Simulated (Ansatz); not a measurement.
Input:

Starting cell, BP (zinc blende):

```xyz
2
Lattice="0.0000 2.2742 2.2742 2.2742 0.0000 2.2742 2.2742 2.2742 0.0000" Properties=species:S:1:pos:R:3 pbc="T T T"
P      3.4114     3.4114     3.4114
B      0.0000     0.0000     0.0000
```

Scan: atom 1 (P, nearest neighbour B at 1.970 Å; its periodic images, 3.2 Å or more away, move with it) is displaced along Cartesian [111], direction (0.577, 0.577, 0.577) in Cartesian axes, by s. The other atoms stay.

Computed with PBE (plane waves to 420 eV, PAW, scalar-relativistic; Ansatz, a program for electronic structure). k mesh 10×10×10 (Γ-centred), Fermi-Dirac smearing 0.05 eV. Energies are smeared free energies. Left out: 1 of 11 points, with atoms too close for the PAW data. As the smearing reaches across the gap at some points, energies and forces of such displacements shift with the k mesh and the smearing. BP was relaxed with its symmetry unable to fall. The zero of ΔE is the undisplaced structure.

The scan covers s from -0.590 to 0.472 Å in 10 points.

Problem. Is the energy the same for displacements of ±0.472 Å, and if not, which side lies higher?

Solution. Not even: the positive side lies higher at ±0.472 Å. With its periodic images moving along, the atom's site symmetry in this cell is -43m.

Problem. What force acts on the atom along the line at s = -0.590 Å?

Solution. 1.69 eV/Å.

Problem. What is the energy change at s = 0.472 Å?

Solution. 3394 meV/cell.

Problem. What is the force constant k = d²E/ds² of this move at s = 0?

Solution. 18.9 eV/Å².

Problem. With two atoms in the cell this is the zone-centre optical mode. What wavenumber follows?

Solution. 801 cm⁻¹.

(A displaced cell: forces are minus the slopes of the energy, force constants its curvatures, and phonons follow from these.)
